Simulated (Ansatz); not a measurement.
La2Bi in space group I4/mmm (No. 139; La on 4c, La on 4e, Bi on 4e), PBE (plane waves, PAW; program Ansatz), all energies at zero smearing, with the estimated change up to a 700 eV cutoff added, with one set of potentials and settings (totals compare only within such a set). Cell of 6 atoms (4 La, 2 Bi): -49797.985 eV.

```json
[
 {"element": "La", "reference phase": "P6_3/mmc, 4 atoms in the cell", "E (eV/atom)": "-6250.0953"},
 {"element": "Bi", "reference phase": "R-3m, 2 atoms in the cell", "E (eV/atom)": "-12396.5536"}
]
```

Formation energy per atom, worked out: (-49797.985 − 4×(-6250.0953) − 2×(-12396.5536))/6 = -0.749 eV/atom (-72 kJ per mol of atoms), at 0 K, without zero-point energy or fitted corrections.

The first step of the workflow began from a Materials Project structure, measured or hypothetical; the Crystallography Open Database copy checked does not list it. Its standing as an ambient phase is unchecked. Symmetry was held in the PBE relaxation; its stability against distortions is not shown here. The references are the lowest solids computed at this level, not always the standard phases. Spin–orbit coupling is left out wherever it is not named.

Potentials: the later of the program's two PAW sets.
